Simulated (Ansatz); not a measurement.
Input and command of a plane-wave DFT calculation in Ansatz:

```yaml
crystal:
  lattice:
    - [3.4940166523, 0.0, 0.0]
    - [-1.7470083261, 3.0259071821, 0.0]
    - [0.0, 0.0, 5.2114160271]
  atoms:
    - { symbol: Zn, position: [0.3333333333, 0.6666666667, 0.0012360734] }
    - { symbol: Zn, position: [0.6666666667, 0.3333333333, 0.5012360734] }
    - { symbol: O, position: [0.3333333333, 0.6666666667, 0.3808639266] }
    - { symbol: O, position: [0.6666666667, 0.3333333333, 0.8808639266] }
basis:
  ecutwfc: 500
kpoints:
  mp_grid: { grid: [12, 12, 6] }
hamiltonian:
  xc: r2scan
scf:
  occupations: { method: gaussian, width: 0.05 }
output:
  forces: true
  stress: true
  eigenvalues: true
```

```bash
ansatz run input.yaml --threads 2 --pin off --max-ram 5120MiB --backend cpu --events-out ev --progress --plain --runs-dir out
```

Processor: Arm Neoverse N1, 2 threads, on a host shared with other jobs.

How long does it run, and how much memory does it take?

About 19 s on 2 threads of Arm Neoverse N1, with other jobs on the host, peak memory 0.51 GiB. It solves 22 bands at 76 k points (the mesh reduced by symmetry) with about 1411 plane waves, in 8 SCF iterations.
